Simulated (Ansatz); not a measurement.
## Calculated with Ansatz: GePt, relaxation

The input file (Ansatz 0.2.0, plane waves):

```yaml
crystal:
  lattice:
    - [5.806996, 0.0, 0.0]
    - [0.0, 3.753884, 0.0]
    - [0.0, 0.0, 6.177612]
  atoms:
    - { symbol: Pt, position: [0.9995, 0.25, 0.1908] }
    - { symbol: Pt, position: [0.5005, 0.75, 0.6908] }
    - { symbol: Pt, position: [0.4995, 0.25, 0.3092] }
    - { symbol: Pt, position: [0.0005, 0.75, 0.8092] }
    - { symbol: Ge, position: [0.185, 0.25, 0.59] }
    - { symbol: Ge, position: [0.315, 0.75, 0.09] }
    - { symbol: Ge, position: [0.685, 0.25, 0.91] }
    - { symbol: Ge, position: [0.815, 0.75, 0.41] }
  symmetry: { tolerance: 0.0003 }
kpoints:
  mp_grid: { grid: [5, 7, 4], shift: [0, 0, 0] }
magnetization:
  spin_polarized: false
scf:
  occupations: { method: gaussian, width: 0.098 }
  lower_state_search: "off"
hamiltonian:
  pseudopotentials: { kind: paw }
  xc: r2scan
basis:
  ecutwfc: 500
  fft_grid_basis: typed
relax:
  max_steps: 40
  f_tol: 0.03
output:
  forces: true
  stress: true
  eigenvalues: true
  bader: true
  populations: true
  elf: true
  write_potential: true
  volumetric_format: npy
  dos:
    e_range: [-12, 8]
    de: 0.05
    projected: { site_lists: { Ge: [Ge], Pt: [Pt] } }
checkpoint:
  read: saved_state
```

Run with:

```bash
ansatz run input.yaml --threads 2 --pin off --max-ram 2560MiB --backend cpu --events-out ev --progress --plain --runs-dir out
```

Origin of the cell: a database entry, scaled a little.

The saved state is a converged single point of the same cell.

Output (shortened):

```
Warning: output.stress: scf.convergence.dr2_threshold = 1e-7 eV (the SCF's general default) is looser than the 8e-10 eV advised for a printed stress (1e-10 eV for each atom of the cell: 8). W […]
Pseudopotentials: kind: paw
Pseudopotential: Pt, paw, valence charge 18, recommended cutoff 500 eV (meta_gga), Pt.paw.azcp
Pseudopotential: Ge, paw, valence charge 14, recommended cutoff 500 eV (meta_gga), Ge.paw.azcp
Functional definition: r2SCAN
  exchange = r2scan_x(k0 = k0, k1 = k1, a1 = a1)
  correlation = r2scan_c
Crystal: 8 atoms, lattice volume = 134.664 Å³
Basis set: ecut = 500 eV, 3423 PW (Γ), exchange–correlation on 180×120×192 points (64 copies of the dense FFT grid, shifted against one another)
Bands: 77, of which v1, the nominal top of the filled ones, is band 64 counted from 1 (63 counted from 0)
Symmetry: 8 space group operations
[… 9 lines left out …]
Initial density: read from a saved state, or passed on in memory by an earlier SCF of this step, an earlier step, the calling program or the single point that the run made first
Functional: x = r2scan, c = r2scan; τ floored in thin density (d = 2e-4 eV/Å³)
SCF iter   1: F=-67362.498125 eV  HF=-67362.490227 eV  Δρ=1.54e-3  dr2=1.21e-3  dr2_τ=2.27e-3
SCF iter   2: F=-67362.498639 eV  HF=-67362.498162 eV  Δρ=8.74e-4  dr2=4.78e-4  dr2_τ=8.87e-5
SCF iter   3: F=-67362.498713 eV  HF=-67362.498718 eV  Δρ=1.64e-4  dr2=4.17e-5  dr2_τ=5.69e-6
SCF iter   4: F=-67362.498733 eV  HF=-67362.498726 eV  Δρ=9.78e-5  dr2=1.06e-5  dr2_τ=9.26e-7
SCF iter   5: F=-67362.498736 eV  HF=-67362.498735 eV  Δρ=2.69e-5  dr2=1.12e-6  dr2_τ=1.81e-7
SCF iter   6: F=-67362.498736 eV  HF=-67362.498736 eV  Δρ=1.06e-5  dr2=1.40e-7  dr2_τ=7.65e-9
SCF iter   7: F=-67362.498736 eV  HF=-67362.498736 eV  Δρ=2.75e-6  dr2=1.31e-8  dr2_τ=1.15e-9
relax step   1: F+E_penalty+E_count = -67362.498736 eV  Δ(F+E_penalty+E_count) = +0.000e0 eV  max|allowed force component| = 1.619e-1 eV/Å  Δτ_max = 0.0000 Å  (7 SCF iters, accepted)
relax step   2: F+E_penalty+E_count = -67362.516908 eV  Δ(F+E_penalty+E_count) = -1.817e-2 eV  max|allowed force component| = 1.323e-1 eV/Å  Δτ_max = 0.0551 Å  (8 SCF iters, dr2 threshold 1.64e-6 eV, accepted)
relax step   3: F+E_penalty+E_count = -67362.524520 eV  Δ(F+E_penalty+E_count) = -7.612e-3 eV  max|allowed force component| = 2.755e-2 eV/Å  Δτ_max = 0.0191 Å  (6 SCF iters, dr2 threshold 1.09e-6 eV, accepted)
relax step   4: F+E_penalty+E_count = -67362.524521 eV  Δ(F+E_penalty+E_count) = -1.839e-7 eV  max|allowed force component| = 2.768e-2 eV/Å  Δτ_max = 0.0000 Å  (3 SCF iters, accepted)
SCF 5 converged in 2 iterations: F = -67362.524521 eV  dr2 = 2.11e-8
SCF converged after 2 iterations
Free energy (F): -67362.524521 eV
Harris-Foulkes:  -67362.524521 eV  (|F-HF|=3.32e-9)
Internal energy: -67362.515699 eV  (E = F + TS)
E sigma→0 (E₀):  -67362.520110 eV
Entropy (-TS):   -0.008822 eV (-1.103 meV/atom)
Fermi energy:    16.821298 eV
--- Per-component energies (eV) ---
  E_band       = -1279.903662
  E_kinetic    = 2997.955652
  E_local      = -15412.663947  (includes V_loc(G=0)·N_el)
  E_nonlocal   = 2485.723822
  E_hartree    = 6333.920068
  E_xc         = -1279.111178
  E_vxc        = -1627.220311  (∫ρ·V_xc dr)
  E_paw        = -46057.126036  (= ΣΔE_a)
  E_vpaw       = -2494.560341  (= ΣTr[D̂ρ^β])
  E_aug_tail   = 0.000669  (compensation charges beyond the density's cutoff)
  E_vtau       = 103.019846  (kinetic-family band-sum trace: ∫τ·v_τ [+ j·A + Jᵃ·Aᵃ] dr)
  E_ewald      = -16425.945708
  E_core_change = -5.269041  (= ΣΔE_core)
  E_smearing   = -0.008822  (= −TS)
  Σ components = -67362.524521   (vs F -67362.524521, Δ=0.00e0)
--- Forces (eV/Å), atoms counted from 1 ---
  atom   1  Pt    -0.027704    -0.000000    -0.025283
  atom   2  Pt     0.027704     0.000000    -0.025283
  atom   3  Pt    -0.027704    -0.000000     0.025283
  atom   4  Pt     0.027704     0.000000     0.025283
  atom   5  Ge    -0.003789    -0.000000    -0.011157
  atom   6  Ge     0.003789     0.000000    -0.011157
  atom   7  Ge    -0.003789    -0.000000     0.011157
  atom   8  Ge     0.003789     0.000000     0.011157
  max |Σ_I F_I| component: 7.81e-18 eV/Å
--- Stress (GPa, compression-positive) ---
       -3.471925      -0.000000      -0.000000
       -0.000000      -3.889554      -0.000000
       -0.000000      -0.000000      -3.792595
  P = ⅓ Tr σ = -3.7180 GPa (-37.180 kbar)
--- Relaxed structure (4 steps of the walk, 4 accepted, 0 SCFs on fresh bases) ---
  F+E_penalty+E_count = -67362.524521 eV   max|allowed force component| = 2.768e-2 eV/Å
  atoms:
    - { symbol: Pt, position: [0.995964, 0.250000, 0.195702] }
    - { symbol: Pt, position: [0.504036, 0.750000, 0.695702] }
    - { symbol: Pt, position: [0.495964, 0.250000, 0.304298] }
    - { symbol: Pt, position: [0.004036, 0.750000, 0.804298] }
    - { symbol: Ge, position: [0.189730, 0.250000, 0.587812] }
    - { symbol: Ge, position: [0.310270, 0.750000, 0.087812] }
    - { symbol: Ge, position: [0.689730, 0.250000, 0.912188] }
    - { symbol: Ge, position: [0.810270, 0.750000, 0.412188] }
--- Löwdin populations: 8 sites ---
  site symbol       q [e]
     0     Pt     17.6399
     1     Pt     17.6399
     2     Pt     17.6399
     3     Pt     17.6399
     4     Ge     14.2217
     5     Ge     14.2217
     6     Ge     14.2217
     7     Ge     14.2217
  spilling = 0.004327 (of n_electrons = 128.000000)
--- Bader charges: 8 sites ---
  site symbol  charge [e]  shift [e]
     0     Pt     -0.6174     0.0018
     1     Pt     -0.6174     0.0018
     2     Pt     -0.6174     0.0018
     3     Pt     -0.6174     0.0018
     4     Ge      0.6174     0.0018
     5     Ge      0.6174     0.0018
     6     Ge      0.6174     0.0018
     7     Ge      0.6174     0.0018
  estimated error of the sums over rays = 4.4e-4 e
```

Before:

Space group Pnma (No. 62); the run's cell has a = 5.807 Å, b = 3.754 Å, c = 6.178 Å, α = 90.00°, β = 90.00°, γ = 90.00°. Shortest distances: Ge–Pt 2.52 Å, Pt–Pt 2.99 Å, Ge–Ge 3.06 Å.

After:

Space group Pnma (No. 62); the run's cell has a = 5.807 Å, b = 3.754 Å, c = 6.178 Å, α = 90.00°, β = 90.00°, γ = 90.00°. Shortest distances: Ge–Pt 2.50 Å, Pt–Pt 2.98 Å, Ge–Ge 3.09 Å.

```
Free energy lowered by  : 3.2 meV/atom
Final pressure          : -3.72 GPa
Relaxation steps listed : 4
```

Caveats: no moments, though an odd count or open d shells may carry them; no spin-orbit coupling, though heavy elements are present; the SCF threshold is looser than advised for a stress; the relaxation held the start's symmetry, so the end may be a saddle point.

The run took 100 s of wall time on 2 CPU thread(s) of a shared host, from a saved density.
